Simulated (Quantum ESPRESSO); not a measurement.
# Moving one atom in Al2ZnGeN4

These are calculations, not measurements. They come from pw.x of Quantum ESPRESSO 7.5, a plane-wave density functional program, with PseudoDojo standard norm-conserving files (v0.5 for PBE, v0.4.1 for LDA and PBEsol). The cells are made up: elements, strain and atom displacements were drawn at random, and nothing was relaxed. There is no spin polarisation, spin-orbit coupling or dispersion term.

The cell has 8 sites of a wurtzite lattice (rectangular cell). Sites 1 to 4 hold Al Al Zn Ge; sites 5 to 8 hold N N N N. Cell vectors in Å: (3.068, 0.030, -0.020); (0.052, 5.439, -0.008); (-0.033, -0.007, 5.002). Settings: PBE, cutoff 1143 eV, 6 x 4 x 4 k mesh shifted by half a step, Fermi-Dirac smearing of 0.025 eV.

Each run shifts the N atom on site 8 along z and leaves all else fixed. Site 4 is one of its nearest neighbours. E is the free energy of the cell above the lowest run shown.

| run | shift (Å) | Fz on site 8 (eV/Å) | Fz on site 4 (eV/Å) | P (GPa) | E (meV) |
| --- | --- | --- | --- | --- | --- |
| 1 | -0.1619 | 4.933 | -2.026 | 20.05 | 372.2 |
| 3 | -0.0622 | 1.718 | -0.008 | 18.40 | 51.5 |
| 4 | -0.0185 | 0.669 | 0.535 | 18.05 | 0.0 |
| 5 | 0.0813 | -1.136 | 1.239 | 17.88 | 29.3 |
| 6 | 0.1109 | -1.546 | 1.341 | 17.95 | 69.1 |
| 7 | 0.1435 | -1.944 | 1.410 | 18.09 | 126.2 |
| 2 | -0.1422 | ? | ? | ? | ? |

A rerun of one of these cells at 1437 eV and k mesh 8 x 6 x 6 moved values by no more than 0.002 eV in the cell's energy, 0.04 GPa in stress and 0.003 eV/Å in force.

## Worked fit

A parabola through the six runs shown gives Fz on site 8 = 0.258 - 21.47 u + 45.0 u² eV/Å, with u in Å and a scatter of 0.054 eV/Å. Minus the slope, 21.47 ± 1.05 eV/Å², is this atom's force constant along z at u = 0, with its periodic images moving too. The fitted force vanishes at u = 0.012 Å, where the energy should be lowest along this line. The error is the larger of the fit's own and the change that a cubic makes, rounded up.

## Withheld run

Question: what Fz on site 8 should run 2 give?

The fit gives 4.221 eV/Å. The calculation gave 4.190 eV/Å.

| run | shift (Å) | Fz on site 8 (eV/Å) | Fz on site 4 (eV/Å) | P (GPa) | E (meV) |
| --- | --- | --- | --- | --- | --- |
| 2 | -0.1422 | 4.190 | -1.523 | 19.61 | 282.4 |